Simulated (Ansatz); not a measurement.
# ScF3: the gap from level to level

A database entry relaxed whole under r2SCAN at zero pressure (P6/mmm, No. 191):

```
Sc F
1.0
     7.84018    0.00000    0.00000
    -3.92009    6.78979    0.00000
     0.00000    0.00000    4.03374
Sc F
3 9
Direct
  0.50000 0.00000 0.00000
  0.50000 0.50000 0.00000
  0.00000 0.50000 0.00000
  0.21416 0.42832 0.00000
  0.78584 0.21416 0.00000
  0.57168 0.78584 0.00000
  0.78584 0.57168 0.00000
  0.21416 0.78584 0.00000
  0.42832 0.21416 0.00000
  0.50000 0.00000 0.50000
  0.50000 0.50000 0.50000
  0.00000 0.50000 0.50000
```

Its volume is 17.89 Å³ an atom, +1.2 % against the entry's 17.69, a measured cell (2018, 305 K).

Single points on this cell with plane-wave PAW DFT (Ansatz 0.2.0; r2SCAN 500 eV, hybrids 420 eV; fermi-dirac occupations of width 0.020 eV; no moments): r2SCAN on a 6×6×8 Γ-centred mesh; HSE06 on a 6×6×2 Γ-centred mesh; PBE0 on a 6×6×2 Γ-centred mesh.

Q: How do gap, pressure and charges move from level to level?

A: The runs give:

| level | gap (eV), or kind | pressure (GPa) | Bader charge of Sc (e) | Bader charge of F (e) |
| --- | --- | --- | --- | --- |
| r2SCAN | 6.98 | 0.0 | +2.29 | -0.76 |
| HSE06 | 8.75 | 0.4 | +2.35 | -0.78 |
| PBE0 | 9.54 | 0.3 | +2.35 | -0.78 |

Under r2SCAN the gap is 6.98 eV, over mesh and band path. HSE06 moves it by +1.77 eV and PBE0 by +2.56 eV; PBE0 keeps its exact exchange at long range, which widens the gap over HSE06's by 0.80 eV on their common mesh. The charge on Sc goes from +2.29 to +2.35 e under HSE06.

Caveats: the relaxation kept the start's symmetry; HSE06 is read on its mesh and at the zone's corners, PBE0 on its mesh alone; hybrid pressures are good to a few tenths of a GPa; pressure is positive in compression.
